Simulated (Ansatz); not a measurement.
A geometry of Fe away from equilibrium: step 10 of the relaxation of a generated cell, Fe built in the AFLOW prototype A_oC8_64_f (A14, as in I). Method: PBEsol (plane waves to 420 eV, PAW, scalar-relativistic; Ansatz, a quantum-chemistry and plane-wave program). Γ-centred k-mesh 12×12×5 on the run's cell (coarser than for final values), Fermi–Dirac smearing 0.05 eV.

```xyz
4
Lattice="1.9728 -1.4097 0.0000 1.9728 1.4097 0.0000 0.0000 0.0000 7.6958" Properties=species:S:1:pos:R:3:forces:R:3 pbc="T T T" free_energy=-17795.405 pressure_GPa=2.4
Fe     1.9728    -0.7049     0.9620    0.0000    0.0001    0.0000
Fe     1.9728     0.7049     6.7338    0.0000   -0.0001    0.0000
Fe     1.9728     0.7048     2.8859    0.0000    0.0001    0.0000
Fe     1.9728    -0.7048     4.8099    0.0000   -0.0001    0.0000
```

Positions in Å, forces in eV/Å, free energy of the cell in eV (comparable only within this code, potentials and settings). Largest force: all forces are below 0.005 eV/Å; the geometry lies 0.01 eV/atom above the end of its relaxation.

Spin-polarised start, with parallel moments on Fe.

Spin state reached: ferromagnetic (net 2.10 μB/atom), from parallel starting moments; other spin orders were not run from this start.

The run could not lose the symmetry of its start; a randomly shaken copy of 2 atoms returns to this structure.
